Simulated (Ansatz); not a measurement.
**Two-dimensional strain map in NaLiICl**

Method: DFT PBEsol, scalar-relativistic, plane waves, PAW in Ansatz. Settings: plane waves to 420 eV, k-mesh 6×6×4 (Γ-centred), Gaussian smearing 0.05 eV. No spin polarisation. Energies are free energies at this smearing, counted from the undisturbed cell; pressure is positive in compression.

Reference structure (as given, not relaxed at this level; it stands at -1.0 GPa, and it needn't be the usual structure):

```
Na Li I Cl
1.0
     4.09164    0.00000    0.00000
     0.00000    4.09164    0.00000
     0.00000    0.00000    6.21534
Na Li I Cl
1 1 1 1
Direct
  0.50000 0.50000 0.50000
  0.00000 0.00000 0.00000
  0.50000 0.50000 0.00000
  0.00000 0.00000 0.50000
```

The cell is strained by p along both x and y and by q along z, fractional coordinates fixed. Points are written (p, q).

p was sampled at -0.080, -0.040, 0.000, 0.040, 0.080 and q at -0.080, -0.040, 0.000, 0.040, 0.080.

Q: Where on the computed points is the energy highest, and how high?

A: At (0.080, 0.080): 105.8 meV/atom.

Q: Away from (0, 0), which computed point is lowest?

A: (0.000, -0.040): -2.3 meV/atom.

The map, in meV/atom:

```
 p \ q  -0.080  -0.040  0.000  0.040  0.080
-0.080    78.3    57.0   49.5   50.4   56.0
-0.040    20.7     5.0    2.4    7.4   16.6
 0.000     7.7    -2.3    0.0    9.3   22.1
 0.040    22.5    18.1   25.4   39.0   55.7
 0.080    53.8    54.9   67.1   85.2  105.8
```